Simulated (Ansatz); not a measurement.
CdS:
```
CdS
1.0
    4.16414     0.00000     0.00000
   -2.08207     3.60625     0.00000
    0.00000     0.00000     6.76581
Cd S
2 2
Direct
  0.66667   0.33333   0.00108
  0.33333   0.66667   0.50108
  0.66667   0.33333   0.62412
  0.33333   0.66667   0.12412
```

x, y and z are the axes in which the lattice vectors are written.

Give the proper piezoelectric stress tensor with relaxed ions from r²SCAN (plane waves, PAW; program Ansatz).

In C/m², rows x, y, z, Voigt columns; mesh uncertainty up to 0.00.
```
 0.00   0.00   0.00   0.00   0.19   0.00
 0.00   0.00   0.00   0.19   0.00   0.00
 0.23   0.23  -0.44   0.00   0.00   0.00
```

The elastic tensor of the same run (GPa):

```
84.3  51.8  44.6   0.0   0.0   0.0
51.8  84.3  44.6   0.0   0.0   0.0
44.6  44.6  92.6   0.0   0.0   0.0
 0.0   0.0   0.0  14.8   0.0   0.0
 0.0   0.0   0.0   0.0  14.8   0.0
 0.0   0.0   0.0   0.0   0.0  16.2
```

Convert to strain constants d = e·S.

In pC/N:
```
 0.0   0.0   0.0   0.0  13.0   0.0
 0.0   0.0   0.0  13.0   0.0   0.0
 4.8   4.8  -9.3   0.0   0.0   0.0
```

Space group P6_3mc (wurtzite). The cell was relaxed with r²SCAN under the symmetry of its start; phonons on a q-mesh show no instability.

Potentials: the later of the program's two PAW sets.
